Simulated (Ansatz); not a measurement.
MoPd:
```
CELL_PARAMETERS angstrom
      1.31777    -5.29538     0.00000
      1.31777     5.29538     0.00000
      0.00000     0.00000     4.32436
ATOMIC_POSITIONS crystal
  Mo 0.67469 0.32531 0.25000
  Pd 0.93100 0.06900 0.25000
  Mo 0.32531 0.67469 0.75000
  Pd 0.06900 0.93100 0.75000
```

Relaxed with r²SCAN.

Task: Give the Bader charges and basin volumes of the independent atoms, plane-wave PAW r²SCAN (Ansatz code).

Result: 

```json
[
 {"atom": "Mo1", "Bader charge (e)": "+0.54", "Bader volume (Å³)": "14.7"},
 {"atom": "Pd2", "Bader charge (e)": "-0.54", "Bader volume (Å³)": "15.5"}
]
```

Space group Cmcm. The start of the workflow was typed in or built on a structure type; neither database checked (COD, Materials Project) lists it. Its standing as an ambient phase is unchecked. The cell was relaxed with r²SCAN under the symmetry of its start; its stability against distortions is not shown here. The run is not spin-polarised.

Potentials: the later of the program's two PAW sets.
